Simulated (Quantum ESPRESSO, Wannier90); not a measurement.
YN (rock salt), plane waves to Wannier functions

```yaml
crystal:
  lattice:
    - [0.00000, 2.44836, 2.44836]
    - [2.44836, 0.00000, 2.44836]
    - [2.44836, 2.44836, 0.00000]
  atoms:
    - { symbol: Y, position: [0.00000, 0.00000, 0.00000] }
    - { symbol: N, position: [0.50000, 0.50000, 0.50000] }
```

Cell from Materials Project (mp-2114), symmetrised, no further relaxation. COD (Crystallography Open Database) has an entry of this formula and space group (matched by these alone). Level: PBEsol, spinors with spin-orbit coupling; pw.x of Quantum ESPRESSO at 68 Ry with PseudoDojo potentials, 8×8×8 k-points, Wannier90. Density: 12×12×12 mesh, Gaussian smearing 0.01 Ry. The gap is small at this level and was sampled on the meshes and a path alone.

Base run: 16 functions from bands 11-44 of the 44 computed, start hydrogen-like Y: d; N: p, centres 0.05 Å off the atoms, frozen window up to 1.61 eV relative to the valence-band maximum, outer window open. One setting was then changed (edges relative to the valence-band maximum; misfit to pw.x on a path, for states up to 1.1 eV relative to the valence-band maximum).

| run | Ω_I (Å²) | rms misfit (meV) | worst (meV) |
|---|---|---|---|
| base | 20.78 | 21 | 202 |
| changed | 25.82 | 1.4 | 6.2 |

Question: Which change was made?
A. only the lowest 18 of the kept bands
B. no frozen window
C. frozen window to 1.11 eV
D. outer window to 15.13 eV
E. frozen window to -0.39 eV

Answer: A, only the lowest 18 of the kept bands. The others give:

```tsv
run	Ω_I (Å²)	rms misfit (meV)	worst (meV)
frozen window to 1.11 eV	20.48	73	852
frozen window to -0.39 eV	20.08	381	1787
no frozen window	16.29	2081	4357
outer window to 15.13 eV	23.26	4.5	41
```
